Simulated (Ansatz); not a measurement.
## Relaxing a structure of Al2O3

The start is a relaxed Al2O3 cell shaken by Gaussian noise of σ = 0.08 Å a coordinate. The cell and all atomic positions are relaxed at zero pressure with r2SCAN (plane waves to 500 eV, PAW, scalar-relativistic; Ansatz, a program for electronic structure). The first steps use a coarse 6×6×6 k-mesh.

The start:
```yaml
crystal:
  lattice:
    - [2.37887, 1.37344, 4.33076]
    - [-2.37887, 1.37344, 4.33076]
    - [0.00000, -2.74688, 4.33076]
  atoms:
    - { symbol: Al, position: [0.35596, 0.35232, 0.34441] }
    - { symbol: Al, position: [0.14387, 0.14576, 0.18304] }
    - { symbol: Al, position: [0.64984, 0.65393, 0.64871] }
    - { symbol: Al, position: [0.85415, 0.86860, 0.84085] }
    - { symbol: O, position: [0.56709, 0.94039, 0.22833] }
    - { symbol: O, position: [0.25814, 0.54512, 0.94816] }
    - { symbol: O, position: [0.95531, 0.25989, 0.54874] }
    - { symbol: O, position: [0.40423, 0.07300, 0.72143] }
    - { symbol: O, position: [0.77374, 0.46426, 0.03629] }
    - { symbol: O, position: [0.03914, 0.75640, 0.47006] }
```

Q: How large is the pressure on the unrelaxed cell, and of which sign?

A: +6.4 GPa (positive: the cell is compressed).

Q: Which atoms feel the largest initial force, and how large is it?

A: 4.79 eV/Å, on O8 (atoms numbered as listed).

Q: How much energy is released per atom?

A: 0.14 eV/atom.

Q: Does it find its way back to the structure it was made from?

A: It relaxes back to the parent, R-3c (No. 167).

Q: How do the shortest distances between atoms change?

A: The closest pairs of elements (up to four, under 3.6 Å), start → end: Al–O 1.68 → 1.86 Å; O–O 2.32 → 2.52 Å; Al–Al 2.52 → 2.65 Å.

Q: What band gap does the relaxed structure have at this level?

A: 7.15 eV, direct at Γ (no spin-orbit coupling).

The end point of the relaxation:

Space group R-3c, hexagonal axes (No. 167); a = b = 4.7578 Å, c = 12.9925 Å, α = β = 90.00°, γ = 120.00°

```
atom  site  symmetry       x       y       z
----  ----  --------  ------  ------  ------
Al     12c        3.  0.0000  0.0000  0.1482
O      18e        .2  0.3063  0.3063  0.2500
```
(The calculation used a cell of 10 atoms; values per cell refer to that cell.)

Final values are on a 8×8×8 k-mesh of the relaxed cell. No spin polarisation in the result.
